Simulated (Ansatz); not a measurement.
**Phases of Sc at -0.46 GPa**

Structure types of Sc are relaxed in primitive cells with their symmetry kept at -0.46 GPa, on PAW files; LAPW relaxes the small cells further and takes the PAW cell for the others (marked *). The enthalpy is E + pV at zero temperature, without zero-point motion. Only the types listed were tried, and differences under about 5 meV/atom are mesh noise.

All numbers are PBEsol results (scalar-relativistic) from Ansatz 0.2.0, with Fermi–Dirac smearing of 0.05 eV, no spin polarisation. Methods: LAPW: all electrons, basis error target 0.5 meV/atom; PAW: frozen-core files, cutoff 420 eV.

k meshes: fcc 14×14×14, bcc 15×15×15, hcp 14×14×8, dhcp 11×11×3, omega 7×7×10, beta tin 14×14×14.

The PAW files were made under PBE.

Q: Order the types by LAPW enthalpy, lowest first.
A. bcc
B. beta tin
C. fcc
D. hcp
E. dhcp
F. omega

A: D (0 meV/atom), E (23 meV/atom), C (46 meV/atom), F (59 meV/atom), A (111 meV/atom), B (412 meV/atom).

```
start type             ends as           a, b, c (Å)  V (Å³/atom)  H − H(lowest), LAPW (meV/atom)  same, PAW
       fcc          fcc, Fm-3m   4.566, 4.566, 4.566        23.80                            45.9       46.0
       bcc          bcc, Im-3m   3.638, 3.638, 3.638        24.07                           111.3      111.2
       hcp       hcp, P6_3/mmc   3.286, 3.286, 5.100        23.84                             0.0        0.0
     dhcp*      dhcp, P6_3/mmc  3.254, 3.254, 10.376        23.79                            22.6       22.7
     omega       omega, P6/mmm   5.058, 5.058, 3.204        23.66                            59.1       59.1
  beta tin  beta tin, I4_1/amd   5.556, 5.556, 3.081        23.78                           411.9      412.1
```
